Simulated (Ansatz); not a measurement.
C:
```yaml
crystal:
  lattice:
    - [4.43556, 0.00000, 0.00000]
    - [-2.21778, 3.84131, 0.00000]
    - [0.00000, 0.00000, 2.51946]
  atoms:
    - { symbol: C, position: [0.44797, 0.89595, 0.25000] }
    - { symbol: C, position: [0.10405, 0.55203, 0.25000] }
    - { symbol: C, position: [0.44797, 0.55203, 0.25000] }
    - { symbol: C, position: [0.55203, 0.10405, 0.75000] }
    - { symbol: C, position: [0.89595, 0.44797, 0.75000] }
    - { symbol: C, position: [0.55203, 0.44797, 0.75000] }
```

Relaxed with PBEsol.

Q: Give the optical modes at the zone centre with their infrared activity from DFPT, PBEsol in the plane-wave PAW code Ansatz.

A: Transverse frequencies, without the LO–TO term; a row sums one degenerate level.

```csv
ω (cm⁻¹),degeneracy,IR ((D/Å)²/amu),activity,symmetry
305,1,0.00,IR-inactive,B1u
593,2,0.00,IR-inactive,E2u
826,2,0.00,IR-inactive,E2g
912,2,2.16,IR,E1u
946,1,0.00,IR-inactive,A2g
1224,2,0.00,IR-inactive,E2g
1252,1,0.00,IR-inactive,B2u
1259,1,0.00,IR-inactive,B1g
1434,2,0.00,IR-inactive,E1g
1455,1,0.00,IR-inactive,A1g
```

Q: How high does the top mode go among those that the LO–TO term moves?

A: 917 cm⁻¹ for q along x, 917 cm⁻¹ for q along y.

Space group P6_3/mmc. The start of the workflow was typed in or built on a structure type. Its sites differ from those of the usual phase in this space group: another stacking or structure type. The PBEsol relaxation kept the symmetry of its start; whether a distortion lowers the energy is not shown.

Potentials: the earlier of the program's two PAW sets. The files were generated under PBE; for other functionals the program regenerates the frozen cores, and for LDA and PBEsol the local potential too.
